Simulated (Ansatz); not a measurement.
# WSe₂ from LDA upwards

The starting cell is an entry of the Crystallography Open Database (1963):

```
CELL_PARAMETERS angstrom
3.29000 0.00000 0.00000
-1.64500 2.84922 0.00000
0.00000 0.00000 12.97000
ATOMIC_POSITIONS crystal
W 0.33333 0.66667 0.25000
W 0.66667 0.33333 0.75000
Se 0.33333 0.66667 0.62100
Se 0.66667 0.33333 0.12100
Se 0.33333 0.66667 0.87900
Se 0.66667 0.33333 0.37900
```

Atoms and cell were relaxed at zero pressure with plane-wave PAW DFT (Ansatz 0.2.0; one set of PAW datasets, made under PBE, for all functionals; 420 eV, r2SCAN 500 eV; 12×12×2 Γ-centred mesh, fermi-dirac occupations of width 0.020 eV; no spin polarisation, no spin-orbit coupling, no dispersion correction), keeping the symmetry (P6_3/mmc, No. 194).

Task: Which functional gives the smallest cell, and how wide is the spread?

Result: The relaxed conventional cells:

```json
{"functional": "LDA", "a (Å)": "3.250", "c (Å)": "12.823", "volume (Å³/atom)": "19.55", "formation energy (eV/atom)": "-0.607"}
{"functional": "PBEsol", "a (Å)": "3.271", "c (Å)": "13.225", "volume (Å³/atom)": "20.42", "formation energy (eV/atom)": "-0.595"}
{"functional": "PBE", "a (Å)": "3.321", "c (Å)": "15.212", "volume (Å³/atom)": "24.21", "formation energy (eV/atom)": "-0.560"}
{"functional": "r2SCAN", "a (Å)": "3.315", "c (Å)": "13.713", "volume (Å³/atom)": "21.75", "formation energy (eV/atom)": "-0.612"}
{"functional": "the entry", "a (Å)": "3.290", "c (Å)": "12.970", "volume (Å³/atom)": "20.26", "formation energy (eV/atom)": "–"}
```

LDA gives the smallest volume and PBE the largest, 23.9 % more, the usual order, since LDA overbinds and PBE's gradient terms loosen the lattice. Against the entry's volume: LDA -3.5 %, PBEsol +0.8 %, PBE +19.5 %, r2SCAN +7.3 %. No verdict is drawn from this: the entry is old or was flagged in a check, so the entry may be off as well as the functionals. The axis c stretches most from LDA to PBE (18.6 %), the mark of a weakly bound direction, where the missing dispersion matters. The formation energies span 0.05 eV an atom, lowest under r2SCAN.

Caveats: each relaxation keeps the start's symmetry, so a distorted cell may lie lower; computed cells are at 0 K with fixed nuclei, while the entry holds thermal expansion, often some tenths of a per cent in volume and more in soft crystals; no spin-orbit coupling, which moves formation energies of heavy elements; without dispersion the spacing of weakly bound layers is ill defined; formation energies are at zero smearing against the elements' usual phases under the same functional, gases as free molecules, uncorrected.
